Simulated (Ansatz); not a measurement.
**Cu$_{3}$Hg: relaxed-ion elastic tensor**

Method: DFT PBE, scalar-relativistic, plane waves, PAW (Ansatz 0.2.0). Plane waves to 420 eV; Γ-centred k mesh 12×12×12; Fermi-Dirac smearing of 0.15 eV. No spin polarisation.

Relaxed structure:
```
CELL_PARAMETERS angstrom
0.00000 3.06359 3.06359
3.06359 0.00000 3.06359
3.06359 3.06359 0.00000
ATOMIC_POSITIONS crystal
Cu 0.25000 0.25000 0.25000
Cu 0.75000 0.75000 0.75000
Cu 0.50000 0.50000 0.50000
Hg 0.00000 0.00000 0.00000
```

The cell was built by swapping an element in a database structure (itself possibly hypothetical) and relaxing; it need not be the stable form of this composition. In a metal, frequencies and elastic constants depend on the k mesh and the smearing, soft modes and shear constants most. Spin–orbit coupling is left out, which can shift energies with elements as heavy as these.

Problem. Give the relaxed-ion elastic constants (GPa, Voigt order xx yy zz yz xz xy, on the axes of the cell above).

Solution.
```
107.5 118.4 118.4   0.0   0.0   0.0
118.4 107.5 118.4   0.0   0.0   0.0
118.4 118.4 107.5   0.0   0.0   0.0
  0.0   0.0   0.0  46.6   0.0   0.0
  0.0   0.0   0.0   0.0  46.6   0.0
  0.0   0.0   0.0   0.0   0.0  46.6
```

Problem. Is the crystal stable against homogeneous strain?

Solution. Too close to call: the least eigenvalue is -10.9 GPa, within what the k mesh leaves open in a metal.